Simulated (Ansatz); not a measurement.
Task: C in space group Fd-3m (No. 227; C on 8b, C on 32e) is relaxed with plane-wave PAW r²SCAN (Ansatz code). What lattice parameters of the conventional cell result?

Result: a = 9.589 Å.

Task: Give the free coordinates with the occupied sites.

Result: In one choice of origin and axes:

| atom | site | symmetry | x | y | z |
|---|---|---|---|---|---|
| C | 8b | -43m | 0.5000 | 0.5000 | 0.5000 |
| C | 32e | .3m | 0.5889 | 0.5889 | 0.5889 |

Task: Is it a metal or does it have a gap at this level?

Result: A gap of 5.12 eV.

The start of the workflow was typed in or built on a structure type. Its sites differ from those of the usual phase in this space group: another stacking or structure type. The r²SCAN relaxation kept the symmetry of its start; its stability against distortions is not shown here.

Potentials: the later of the program's two PAW sets.
